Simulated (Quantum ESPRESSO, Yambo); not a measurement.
A free-standing IrCl$_{3}$ monolayer (symmetry P-31m, slab cell 15.6 Å high): one geometry, one set of PBEsol (Quantum ESPRESSO, PseudoDojo norm-conserving, 68 Ry, no spin-orbit coupling) orbitals, self-energies from Yambo (6×6×1 Γ-centred k mesh, bands 9 to 151 and a 5 Ry block in the screening, 151 bands in G with the Bruneval-Gonze terminator, plasmon pole fitted at 27.2 eV, slab-truncated Coulomb interaction, stochastic integration of W near q = 0).

```tsv
level	gap M → M (eV)
PBEsol (Quantum ESPRESSO)	2.07
exchange only (Hartree-Fock self-energy on PBEsol orbitals)	…
G0W0@PBEsol, plasmon pole	4.35
```

Problem. Complete the blanks.

Solution. 
- exchange only (Hartree-Fock self-energy on PBEsol orbitals), gap M → M (eV): 11.00

Bare exchange has no screening and gives the widest gap.

Convergence of the G0W0 settings was not tested.

Geometry relaxed with PBEsol; primitive cell a = b = 6.0386 Å, c = 15.6000 Å, α = β = 90.00°, γ = 120.00°.

This is a model layer cut from the bulk structure; whether it is stable on its own was not checked.
